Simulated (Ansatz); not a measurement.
Y$_{2}$SiO$_{5}$ in space group C2/c (No. 15; Pearson symbol mS64), PBE (plane waves, PAW; program Ansatz), all energies at zero smearing, with the estimated change up to a 700 eV cutoff added, with one set of potentials and settings (totals compare only within such a set). Cell of 32 atoms (8 Y, 4 Si, 20 O): -44739.798 eV.

```
element                            reference phase  E (eV/atom)
-------  -----------------------------------------  -----------
Y                    P6_3/mmc, 2 atoms in the cell   -3848.6668
Si                      Fd-3m, 2 atoms in the cell    -635.8096
O        C2/m, 4 atoms in the cell, spin-polarised    -565.0000
```

Formation energy per atom, worked out: (-44739.798 − 8×(-3848.6668) − 4×(-635.8096) − 20×(-565.0000))/32 = -3.351 eV/atom (-323 kJ per mol of atoms), at 0 K, without zero-point energy or fitted corrections.

The first step of the workflow began from a Materials Project structure, measured or hypothetical; the Crystallography Open Database files this formula in space group No. 15, but the cells were not matched. Its standing as an ambient phase is unchecked. The PBE relaxation kept the symmetry of its start; its stability against distortions is not shown here. No spin polarisation was allowed. The references are the lowest solids computed at this level, not always the standard phases (solids in place of the gases).

Potentials: the later of the program's two PAW sets.
